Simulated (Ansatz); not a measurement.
## Lattice vibrations of FeCo4 at Γ

Level of theory: Ansatz, DFT PBE, scalar-relativistic, plane waves, PAW. Plane waves to 420 eV; Γ-centred k mesh 12×12×12; Gaussian smearing of 0.20 eV. Collinear spin, site moments 2.6, 1.7, 1.7, 1.7, 1.7 μB. Phonons by linear response, acoustic sum rule imposed.

Relaxed structure:
```
CELL_PARAMETERS angstrom
-2.79975 2.79975 1.77083
2.79975 -2.79975 1.77083
2.79975 2.79975 -1.77083
ATOMIC_POSITIONS crystal
Fe 0.00000 0.00000 0.00000
Co 0.80217 0.40319 0.20536
Co 0.19783 0.59681 0.79464
Co 0.59681 0.80217 0.39898
Co 0.40319 0.19783 0.60102
```

It was reached by relaxing an invented guess, and it needn't be the stable form of this composition. In a metal, frequencies depend on the k mesh and the smearing, soft modes most.

Optical modes at Γ:
```tsv
frequency (meV)	degeneracy
21.9	1
23.2	2
23.3	1
26.2	2
28.2	1
29.1	1
30.9	1
31.9	1
32.5	2
```

All 12 optical modes at Γ are real: no displacement of atoms at fixed cell lowers the energy to second order. Strains and modes at other wave vectors aren't tested by this run.
